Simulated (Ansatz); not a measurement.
Consider the following.

BN:
```
CELL_PARAMETERS angstrom
      0.00000     1.80286     1.80286
      1.80286     0.00000     1.80286
      1.80286     1.80286     0.00000
ATOMIC_POSITIONS crystal
  N  0.75000 0.75000 0.75000
  B  0.00000 0.00000 0.00000
```

This is the PBEsol-relaxed structure. Tensor components refer to the Cartesian frame of this cell.

Question: All from DFT-PBEsol in the program Ansatz with PAW potentials, unless another level is named. Give the piezoelectric stress constants (proper, relaxed ions, C/m²).

Answer: e14 = e25 = e36 = 0.77.

Question: And the Young's modulus?

Answer: 872 GPa.

Space group F-43m (zinc blende). The cell was relaxed with PBEsol under the symmetry of its start.

Potentials: the later of the program's two PAW sets.
